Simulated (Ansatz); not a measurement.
The start is a relaxed LiCl cell deformed by the Cartesian strain tensor (xx, yy, zz, yz, xz, xy) = (0.012, 0.067, -0.061, 0.006, -0.083, -0.035). The structure is fully relaxed (lattice and positions, P = 0) with PBEsol (plane waves to 420 eV, PAW, scalar-relativistic; Ansatz, a first-principles code). The first steps use a coarse 7×8×8 k-mesh.

The start:
```yaml
crystal:
  lattice:
    - [-0.29879, 2.71567, 2.39156]
    - [2.35358, -0.07596, 2.16874]
    - [2.47259, 2.61185, -0.19497]
  atoms:
    - { symbol: Cl, position: [0.00000, 0.00000, 0.00000] }
    - { symbol: Li, position: [0.50000, 0.50000, 0.50000] }
```

- Energy released = 70 meV/atom
- Relative to the parent = The parent structure is recovered, Fm-3m (No. 225)
- Shortest distances (start → end) = The closest pairs of elements (up to four, under 3.6 Å), start → end: Cl–Li 2.39 → 2.53 Å; Li–Li 3.20 → 3.58 Å; Cl–Cl 3.20 → 3.58 Å
- Band gap at the end = 6.35 eV, direct (no spin-orbit coupling)
- Optimiser moves = 5

Final values are on a 11×11×11 k-mesh of the relaxed cell. No spin polarisation in the result.

The run could not lose the symmetry of its start.

All atoms sit on sites fixed by symmetry, so only the cell could relax.
